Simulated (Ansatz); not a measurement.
Relaxed-ion elastic tensor of LiCSN in space group Pnma (No. 62; Li on 4c, C on 4c, S on 4c, N on 4c) in GPa (Voigt order), plane-wave PAW LDA (Ansatz code); density 1.99 g/cm³, 13.55 Å³ per atom.

```
43.0  19.0  19.7   0.0   0.0   0.0
19.0  52.6  13.9   0.0   0.0   0.0
19.7  13.9  59.5   0.0   0.0   0.0
 0.0   0.0   0.0   7.2   0.0   0.0
 0.0   0.0   0.0   0.0  33.7   0.0
 0.0   0.0   0.0   0.0   0.0  16.6
```

### Question
Is the crystal mechanically stable?

### Answer
Yes: the smallest eigenvalue of C is 7.2 GPa.

### Question
Work out the Voigt, Reuss and Hill averages.

### Answer
K_V = 29.0, K_R = 28.7, K_H = 28.8; G_V = 18.3, G_R = 14.1, G_H = 16.2 GPa.

### Question
Give Young's modulus, Poisson's ratio, Pugh's ratio and the universal anisotropy index.

### Answer
E = 9KG/(3K + G) = 41.0 GPa; ν = 0.26; K/G = 1.78 (near the Pugh limit of 1.75, no verdict); A_U = 5G_V/G_R + K_V/K_R − 6 = 1.50.

### Question
Estimate the sound speeds and the Debye temperature.

### Answer
v_l = √((K + 4G/3)/ρ) = 5030 m/s, v_t = √(G/ρ) = 2850 m/s, mean 3170 m/s; Θ = (h/k)(3n/4πV)^(1/3) v_m = 396 K.

### Question
How much does each axis shrink under pressure?

### Answer
Linear compressibilities β_i = Σ_j S_ij (j = 1 to 3): x 14, y 11, z 9.5 per TPa.

The first step of the workflow began from a Materials Project structure, measured or hypothetical; the Crystallography Open Database copy checked does not list it. Its standing as an ambient phase is unchecked. Symmetry was held in the LDA relaxation; its stability against distortions is not shown here.

Potentials: the later of the program's two PAW sets.
